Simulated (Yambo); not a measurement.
LiF (rock salt, space group Fm-3m, No. 225), G0W0@LDA (Yambo, plasmon pole, terminator in G, 8×8×8 mesh): gap Γ → Γ in eV by bands and screening block.

```tsv
bands (W and G)	2 Ry	5 Ry	8 Ry	11 Ry	14 Ry
13	15.75	14.90	14.94	?	15.03
22	15.46	14.60	14.69	14.70	14.80
33	?	?	14.64	14.65	14.76
49	15.34	14.48	14.62	14.63	14.75
65	15.33	14.47	14.61	14.62	14.74
```

Task: Estimate the withheld gaps from their neighbours; the computed values follow.

Result: 
- 13, 11 Ry: 14.95
- 33, 2 Ry: 15.37
- 33, 5 Ry: 14.52

The largest settings aren't shown to be the converged limit.

Geometry relaxed with LDA; primitive cell a = 2.761 Å, b = 2.761 Å, c = 2.761 Å, α = 60.00°, β = 60.00°, γ = 60.00°.
